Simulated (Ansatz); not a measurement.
BaTiO₃:
```xyz
5
Lattice="3.9719 0.0000 0.0000 0.0000 3.9719 0.0000 0.0000 0.0000 4.1141" Properties=species:S:1:pos:R:3 pbc="T T T"
Ti     1.9859     1.9859     1.8613
Ba     0.0000     0.0000     3.8439
O      1.9859     1.9859     3.6824
O      1.9859     0.0000     1.6953
O      0.0000     1.9859     1.6953
```

Relaxed with r²SCAN.

Task: Give the Bader charges and basin volumes of the independent atoms, plane-wave PAW r²SCAN (Ansatz code).

Result: 

| atom | Bader charge (e) | Bader volume (Å³) |
|---|---|---|
| Ti1 | +2.30 | 7.1 |
| Ba2 | +1.58 | 20.5 |
| O3 | -1.26 | 12.4 |
| O4 | -1.31 | 12.5 |

Space group P4mm. The r²SCAN relaxation kept the symmetry of its start. At this level the phase is dynamically unstable (imaginary phonons). No spin polarisation was allowed. Spin–orbit coupling is left out wherever it is not named.

Potentials: the later of the program's two PAW sets.
